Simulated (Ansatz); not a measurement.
LiC6:
Space group Cmmm (No. 65); a = 2.496 Å, b = 12.913 Å, c = 3.582 Å, α = β = γ = 90.00°

```json
[
 {"atom": "C", "site": "4i", "symmetry": "m2m", "x": "0.0000", "y": "0.0569", "z": "0.0000"},
 {"atom": "C", "site": "4i", "symmetry": "m2m", "x": "0.0000", "y": "0.3872", "z": "0.0000"},
 {"atom": "C", "site": "4i", "symmetry": "m2m", "x": "0.0000", "y": "0.2771", "z": "0.0000"},
 {"atom": "Li", "site": "2c", "symmetry": "mmm", "x": "0.0000", "y": "0.5000", "z": "0.5000"}
]
```
(The calculation used a cell of 7 atoms; values per cell refer to that cell.)

Relaxed at zero pressure with DFT-r²SCAN in the program Ansatz with PAW potentials.

Problem. The volume is raised by 9 % and shape and atoms relax at that volume. What pressure results, and how do the axes share the change?

Solution. -5.4 GPa; a 0.6 %, b 0.5 %, c 7.8 %; the energy rises by 13 meV/atom.

Problem. Give the new structure.

Solution. 
Space group Cmmm (No. 65); a = 2.510 Å, b = 12.979 Å, c = 3.862 Å, α = 90.00°, β = 90.00°, γ = 90.00°

```csv
atom,site,symmetry,x,y,z
C,4i,m2m,0.0000,0.0569,0.0000
C,4i,m2m,0.0000,0.3873,0.0000
C,4i,m2m,0.0000,0.2771,0.0000
Li,2c,mmm,0.0000,0.5000,0.5000
```

The phase is kept; no other phase was compared at this pressure.

The start of the workflow was typed in or built on a structure type; neither database checked (COD, Materials Project) lists it. Whether it is the stable phase at ambient conditions was not checked. The r²SCAN relaxation kept the symmetry of its start; whether a distortion lowers the energy is not shown.

Potentials: the later of the program's two PAW sets.
